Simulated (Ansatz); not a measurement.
**HfZr3Te8: rattling a relaxed structure**

It was reached by relaxing an invented guess, and it needn't be the stable form of this composition.

Computed with DFT PBE, scalar-relativistic, plane waves, PAW (Ansatz). Plane waves to 420 eV, a k mesh through Γ of 6×6×6 on the computed 12-atom cell and Gaussian smearing (0.10 eV); no spin polarisation.

The cell below (12 atoms, space group C2/m (No. 12)) is relaxed within its symmetry.

```
Zr Hf Te
1.0
     6.87766   -3.97096    0.00000
     6.87766    3.97096    0.00000
    -6.87522    0.00000    7.08957
Zr Hf Te
3 1 8
Direct
  0.50000 0.50000 0.00000
  0.50000 0.00000 0.00000
  0.00000 0.50000 0.00000
  0.00000 0.00000 0.00000
  0.20630 0.20630 0.74587
  0.70797 0.70797 0.74707
  0.70798 0.20479 0.74706
  0.20479 0.70798 0.74706
  0.29202 0.79521 0.25294
  0.79521 0.29202 0.25294
  0.79370 0.79370 0.25413
  0.29203 0.29203 0.25293
```

For the test it was strained at random (σ = 1.5 % a component), the atoms were moved at random (σ = 0.15 Å), and all was relaxed again on a coarse 4×4×4 mesh (in the run’s order of axes) with 0.20 eV smearing, with no symmetry imposed.

Weakly bound directions are ill-defined at this level, which has no dispersion term. Spin–orbit coupling, which can matter for Hf and Te, is left out.

**Question.** Is the structure stable against such a distortion?

**Answer.** It returns, within 1 meV/atom of the unmoved cell on that mesh and with the same symmetry when read at 0.1 Å. So it is stable against the distortions that fit this cell and that this random move excites. Modes that don't fit the cell aren't tested.
